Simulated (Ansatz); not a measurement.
Values for one crystal, relaxed and computed with DFT-PBEsol in the program Ansatz with PAW potentials; other levels are named.

```yaml
volume_per_atom: 11.27 Å³
band_gap: 1.25 eV (direct)
Bulk modulus (Birch–Murnaghan fit): 180 GPa
Gap with spin–orbit coupling: 1.24 eV
debye_temperature_from_the_elastic_constants: 497 K
conduction_band_minimum: at Γ
Poisson's ratio: 0.32
```

### Question
Which compound is it?
A) ZnSnO3, R3c (Zn on 6a, Sn on 6a, O on 18b)
B) ZnS, P6_3mc (Pearson symbol hP16)
C) Sr2MnO4, I4/mmm (Sr on 4e, Mn on 2a, O on 4c, O on 4e)
D) MgCO3, R-3c (Mg on 6b, C on 6a, O on 18e)

### Answer
A, ZnSnO3, R3c (Zn on 6a, Sn on 6a, O on 18b)

The cell was relaxed with PBEsol under the symmetry of its start. Spin–orbit coupling is left out wherever it is not named.

Potentials: the later of the program's two PAW sets.
